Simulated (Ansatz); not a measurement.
Is this Ir₄Rh structure stable?

The cell was found from a structure generator's guess, not taken from experiment.

The calculation used Ansatz, DFT PBE, scalar-relativistic, plane waves, PAW. Plane waves to 420 eV, a 12×12×12 mesh through Γ for the 5-atom cell and 0.10 eV Gaussian smearing; no spin polarisation.

```
CELL_PARAMETERS angstrom
-3.05271 3.05271 1.93026
3.05271 -3.05271 1.93026
3.05271 3.05271 -1.93026
ATOMIC_POSITIONS crystal
Ir 0.59901 0.80021 0.39922
Ir 0.40099 0.19979 0.60078
Ir 0.80021 0.40099 0.20120
Ir 0.19979 0.59901 0.79880
Rh 0.00000 0.00000 0.00000
```

Formation energies are uncorrected and refer to the elements' standard structures at the same level.

Problem. These tests were run: energy against the elements; phonons at Γ. What do they show?

Solution.

| test | result |
| --- | --- |
| energy against the elements | −0.01 eV/atom |
| phonons at Γ | lowest optical mode 144 cm⁻¹ |

It fails none of these tests outright. Whether a mixture of other phases lies lower isn't tested here. Phonons away from Γ weren't computed. Undecided within the accuracy: energy against the elements.

For metals, differences of a few meV/atom aren't resolved. These runs have no spin–orbit coupling, which can matter for Ir. The run for the phonons used a 12×12×12 k mesh and Fermi–Dirac smearing of 0.15 eV.
